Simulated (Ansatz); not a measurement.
Relaxed-ion elastic tensor of MgO (rock salt, space group No. 225) in GPa (Voigt order), DFT-r²SCAN in the program Ansatz with PAW potentials; density 3.60 g/cm³, 9.29 Å³ per atom.

```
 359  46.0  94.7   0.0   0.0   0.0
46.0   359  94.7   0.0   0.0   0.0
94.7  94.7   311   0.0   0.0   0.0
 0.0   0.0   0.0   157   0.0   0.0
 0.0   0.0   0.0   0.0   157   0.0
 0.0   0.0   0.0   0.0   0.0   108
```

Question: Is the crystal mechanically stable?

Answer: Yes: the smallest eigenvalue of C is 108 GPa.

Question: Work out the Voigt, Reuss and Hill averages.

Answer: K_V = 167, K_R = 167, K_H = 167; G_V = 137, G_R = 133, G_H = 135 GPa.

Question: Give Young's modulus, Poisson's ratio, Pugh's ratio and the universal anisotropy index.

Answer: E = 9KG/(3K + G) = 319 GPa; ν = 0.18; K/G = 1.23 (brittle by the Pugh limit of 1.75); A_U = 5G_V/G_R + K_V/K_R − 6 = 0.17.

Question: Estimate the sound speeds and the Debye temperature.

Answer: v_l = √((K + 4G/3)/ρ) = 9810 m/s, v_t = √(G/ρ) = 6120 m/s, mean 6750 m/s; Θ = (h/k)(3n/4πV)^(1/3) v_m = 955 K.

Space group Fm-3m (rock salt). The cell was relaxed with r²SCAN under the symmetry of its start. The volume moved by -33 % from the start of the relaxation.

Potentials: the later of the program's two PAW sets.
